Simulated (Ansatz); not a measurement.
Q: Ga (diamond, Fd-3m) is relaxed with DFT-PBE in the program Ansatz with PAW potentials. What lattice parameters of the conventional cell result?

A: a = 5.878 Å.

The start of the workflow was typed in or built on a structure type; neither database checked (COD, Materials Project) lists it. It is not the phase usual at ambient conditions (space group No. 64). The cell was relaxed with PBE under the symmetry of its start; its stability against distortions is not shown here. The volume moved by -17 % from the start of the relaxation.

Potentials: the earlier of the program's two PAW sets.
